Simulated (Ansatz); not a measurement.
**Rocksalt alloy of MgO and ZnO (52 of 64 Mg sites exchanged), 128 atoms**

Ansatz, PAW, plane waves. PBEsol relaxation of volume and atoms (shape held) at the single k point (½, ½, ½); single points on the relaxed atoms at the Γ point alone, onto which points of the small cell's zone fold. Arrangement: quasirandom. No spin–orbit coupling unless named.

Relaxed structure:

```cif
data_structure
_symmetry_space_group_name_H-M 'P 1'
_symmetry_Int_Tables_number 1
_cell_length_a 12.0384
_cell_length_b 12.0384
_cell_length_c 12.0384
_cell_angle_alpha 60.000
_cell_angle_beta 60.000
_cell_angle_gamma 60.000
_cell_volume 1233.64
loop_
_atom_site_label
_atom_site_type_symbol
_atom_site_fract_x
_atom_site_fract_y
_atom_site_fract_z
_atom_site_occupancy
O1 O 0.37586 0.12604 0.12419 1
O2 O 0.87389 0.12595 0.12400 1
O3 O 0.12431 0.37613 0.37397 1
O4 O 0.37468 0.62517 0.12504 1
O5 O 0.37522 0.12327 0.62677 1
O6 O 0.62341 0.37902 0.37403 1
O7 O 0.87371 0.62438 0.12861 1
O8 O 0.87559 0.12456 0.62609 1
O9 O 0.12503 0.87566 0.37450 1
O10 O 0.12496 0.37535 0.87495 1
O11 O 0.37599 0.62428 0.62446 1
O12 O 0.62562 0.87433 0.37407 1
O13 O 0.62493 0.37274 0.87708 1
O14 O 0.87484 0.62513 0.62474 1
O15 O 0.12622 0.87624 0.87405 1
O16 O 0.62402 0.87601 0.87433 1
O17 O 0.12430 0.37632 0.12551 1
O18 O 0.37520 0.12538 0.37487 1
O19 O 0.62644 0.37666 0.12332 1
O20 O 0.87461 0.12568 0.37466 1
O21 O 0.12571 0.87395 0.12442 1
O22 O 0.12486 0.37535 0.62476 1
O23 O 0.37683 0.62317 0.37504 1
O24 O 0.62576 0.87422 0.12591 1
O25 O 0.37576 0.12412 0.87437 1
O26 O 0.62418 0.37621 0.62402 1
O27 O 0.87476 0.62540 0.37260 1
O28 O 0.87477 0.12532 0.87487 1
O29 O 0.12386 0.87592 0.62620 1
O30 O 0.37444 0.62584 0.87628 1
O31 O 0.62447 0.87604 0.62588 1
O32 O 0.87409 0.62456 0.87555 1
O33 O 0.12505 0.12534 0.37458 1
O34 O 0.37608 0.37385 0.12408 1
O35 O 0.62493 0.12546 0.37461 1
O36 O 0.87316 0.37753 0.12435 1
O37 O 0.12469 0.62526 0.37519 1
O38 O 0.37512 0.87499 0.12519 1
O39 O 0.12551 0.12479 0.87401 1
O40 O 0.37594 0.37625 0.62447 1
O41 O 0.62587 0.62408 0.37396 1
O42 O 0.87338 0.87438 0.12612 1
O43 O 0.62350 0.12625 0.87609 1
O44 O 0.87486 0.37553 0.62457 1
O45 O 0.12484 0.62512 0.87503 1
O46 O 0.37484 0.87572 0.62555 1
O47 O 0.62623 0.62437 0.87561 1
O48 O 0.87502 0.87528 0.62488 1
O49 O 0.12481 0.12541 0.12460 1
O50 O 0.62492 0.12761 0.12255 1
O51 O 0.12537 0.62528 0.12465 1
O52 O 0.12487 0.12330 0.62689 1
O53 O 0.37589 0.37599 0.37389 1
O54 O 0.62622 0.62165 0.12540 1
O55 O 0.62408 0.12428 0.62579 1
O56 O 0.87562 0.37688 0.37254 1
O57 O 0.12474 0.62514 0.62526 1
O58 O 0.37490 0.87530 0.37494 1
O59 O 0.37591 0.37433 0.87629 1
O60 O 0.62498 0.62506 0.62537 1
O61 O 0.87468 0.87559 0.37483 1
O62 O 0.87266 0.37525 0.87688 1
O63 O 0.37371 0.87611 0.87397 1
O64 O 0.87564 0.87607 0.87451 1
Zn1 Zn 0.99935 0.99931 0.00060 1
Zn2 Zn 0.50050 0.99902 0.00106 1
Zn3 Zn 0.99925 0.50107 0.00097 1
Zn4 Zn 0.00003 0.00010 0.49977 1
Zn5 Zn 0.24995 0.24988 0.25033 1
Zn6 Zn 0.50025 0.49996 0.99990 1
Zn7 Zn 0.50077 0.99950 0.49918 1
Zn8 Zn 0.74917 0.25132 0.25086 1
Zn9 Zn 0.99906 0.50114 0.49926 1
Zn10 Zn 0.25047 0.74935 0.25150 1
Zn11 Zn 0.25064 0.25123 0.74920 1
Zn12 Zn 0.74910 0.25111 0.74879 1
Zn13 Zn 0.25080 0.74975 0.74901 1
Zn14 Zn 0.75028 0.75056 0.74942 1
Zn15 Zn 0.99999 0.99998 0.24829 1
Zn16 Zn 0.24984 0.25003 0.99991 1
Zn17 Zn 0.50024 0.00127 0.24945 1
Zn18 Zn 0.25002 0.25001 0.50021 1
Zn19 Zn 0.74985 0.75005 0.00015 1
Zn20 Zn 0.75000 0.25028 0.49983 1
Zn21 Zn 0.99949 0.49928 0.75048 1
Zn22 Zn 0.24937 0.75056 0.50032 1
Zn23 Zn 0.49977 0.50036 0.75184 1
Zn24 Zn 0.75004 0.75020 0.50012 1
Zn25 Zn 0.00036 0.24996 0.99983 1
Zn26 Zn 0.25060 0.00080 0.24941 1
Zn27 Zn 0.74926 0.00115 0.24924 1
Zn28 Zn 0.99989 0.75032 0.00008 1
Zn29 Zn 0.00018 0.24992 0.49986 1
Zn30 Zn 0.25070 0.49918 0.24950 1
Zn31 Zn 0.49987 0.75021 0.99989 1
Zn32 Zn 0.49995 0.25029 0.50004 1
Zn33 Zn 0.74915 0.00106 0.75073 1
Zn34 Zn 0.00014 0.75020 0.49999 1
Zn35 Zn 0.25043 0.49945 0.75118 1
Zn36 Zn 0.49950 0.75054 0.50008 1
Zn37 Zn 0.74920 0.49953 0.75021 1
Zn38 Zn 0.24970 0.00024 0.99986 1
Zn39 Zn 0.74994 0.00030 0.99983 1
Zn40 Zn 0.99935 0.25057 0.24929 1
Zn41 Zn 0.24985 0.50015 0.00008 1
Zn42 Zn 0.24986 0.00007 0.49996 1
Zn43 Zn 0.50088 0.25097 0.24919 1
Zn44 Zn 0.75032 0.00021 0.49982 1
Zn45 Zn 0.99976 0.75033 0.25038 1
Zn46 Zn 0.99942 0.25083 0.75056 1
Zn47 Zn 0.24945 0.50042 0.50032 1
Zn48 Zn 0.50070 0.74896 0.24941 1
Zn49 Zn 0.49993 0.24999 0.75000 1
Zn50 Zn 0.75007 0.50016 0.49965 1
Zn51 Zn 0.99915 0.74941 0.75063 1
Zn52 Zn 0.50092 0.74975 0.75053 1
Mg1 Mg 0.49985 0.50103 0.50040 1
Mg2 Mg 0.74865 0.75049 0.25075 1
Mg3 Mg 0.75070 0.24956 0.99983 1
Mg4 Mg 0.00164 0.50025 0.24943 1
Mg5 Mg 0.24986 0.75001 0.00036 1
Mg6 Mg 0.99954 0.00015 0.75121 1
Mg7 Mg 0.49906 0.50025 0.24876 1
Mg8 Mg 0.49967 0.99978 0.75061 1
Mg9 Mg 0.49924 0.25010 0.00001 1
Mg10 Mg 0.24993 0.00093 0.74929 1
Mg11 Mg 0.75049 0.49961 0.24999 1
Mg12 Mg 0.75059 0.50079 0.99886 1
```

(1) What are the mean bond lengths by pair (pairs within 1.2 times the sum of covalent radii, less contacts 15 % beyond the pair's median; cation–cation pairs of compounds aside; long ionic contacts are cut short by that bound)?

(2) What gap lies between the top filled and the lowest empty level in the single points?

Answers

(1) Mg–O 2.114 ± 0.006 Å (standard deviation, 72 bonds); O–Zn 2.131 ± 0.006 Å (standard deviation, 312 bonds).

(2) HSE06 3.16 eV (62 s on NVIDIA GB300); r²SCAN 1.97 eV (8.2 s on NVIDIA GB300).
